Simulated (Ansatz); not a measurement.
## Electric field gradients in Si3N4

The cell is a COD entry (perhaps calculated rather than measured) whose atoms were relaxed with PBE, the cell held.

Space group P6_3/m (No. 176); a = 7.6044, c = 2.9063 Å, γ = 120.00°.

```
site  Wyckoff  site symmetry       x       y       z
  Si       6h            m..  0.7680  0.1741  0.2500
  N7       6h            m..  0.0300  0.3299  0.2500
 N13       2d           -6..  0.6667  0.3333  0.2500
```

One atom of each set is listed.

Level of theory: DFT, PBE, plane waves and PAW, scalar-relativistic, 420 eV cutoff, Γ-centred 4×4×10 k-points, Fermi–Dirac smearing 0.02 eV (Ansatz 0.2.0).

V_zz is the principal component of the electric field gradient with the largest magnitude, η = (V_xx − V_yy)/V_zz and C_Q = eQV_zz/h. ν_Q = 3|C_Q|/[2I(2I − 1)].

N-14: I = 1, Q = 20.44 mb. Quadrupole moments are those of Pyykkö's year-2017 table.

(1) Which values are expected at the nuclei?

Results:

(1) 

```json
{"site": "N7", "atoms": "6", "first shell": "3 Si at 1.74 Å", "C_Q (MHz)": "-2.44", "η": "0.07", "ν_Q (MHz)": "3.66"}
{"site": "N13", "atoms": "2", "first shell": "3 Si at 1.73 Å", "C_Q (MHz)": "-2.42", "η": "0.00", "ν_Q (MHz)": "3.63"}
```

An axis of threefold or higher order runs through N13, so V_zz lies along it and η is zero. At N7 V_zz stands upright on the plane through its three neighbours (within 3°).

Si has no stable isotope with a ground-state quadrupole moment in the table, so these sites are left out.

At this cell the PBE pressure is 6 GPa, so with PBE the cell would grow if it were relaxed.
